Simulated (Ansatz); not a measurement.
Here is the system:

Os:
```
CELL_PARAMETERS angstrom
      0.00000     1.91630     1.91630
      1.91630     0.00000     1.91630
      1.91630     1.91630     0.00000
ATOMIC_POSITIONS crystal
  Os 0.00000 0.00000 0.00000
```

This is the r²SCAN-relaxed structure.

Problem. All from plane-wave PAW r²SCAN (Ansatz code), unless another level is named. Estimate the Hill bulk and shear moduli.

Solution. 420 and 256 GPa.

Problem. What about the elastic constants (relaxed ions, GPa)?

Solution. C11 = 642, C12 = 309, C44 = 342.

Space group Fm-3m (fcc (Cu type)). The workflow started from an entry of the Crystallography Open Database (COD), which files this formula under 2 space groups. It is not the phase usual at ambient conditions (space group No. 194). Symmetry was held in the r²SCAN relaxation; its stability against distortions is not shown here. The run is not spin-polarised. As this level gives no gap, shear constants depend on the k-mesh and smearing (Fermi–Dirac, 0.1 eV here). Scalar-relativistic: spin–orbit coupling is off unless named, which matters more the heavier the elements.

Potentials: the earlier of the program's two PAW sets.
